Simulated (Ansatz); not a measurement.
## As (dhcp): energy against volume

Level of theory: DFT, BLYP, plane waves (420 eV) with PAW, scalar-relativistic (Ansatz). (PAW data from PBE, frozen cores regenerated.)

The cell is scaled uniformly from the relaxed one, with fractional coordinates and shape fixed. Energies are extrapolated to zero smearing, pressures are those at the given smearing. Magnetic state: spin not included.

A Birch-Murnaghan fit gives V₀ = 21.65 Å³/atom, B₀ = 60 GPa, B₀′ = 4.5.

Problem. What are the energy above the minimum and the pressure at 20.808 Å³/atom?

Solution. 6.7 meV/atom and 2.73 GPa as computed.

Problem. What are the energy above the minimum and the pressure at 22.542 Å³/atom?

Solution. 6.4 meV/atom and -2.12 GPa as computed.

Problem. What are the energy above the minimum and the pressure at 24.276 Å³/atom?

Solution. 48.5 meV/atom and -5.25 GPa as computed.
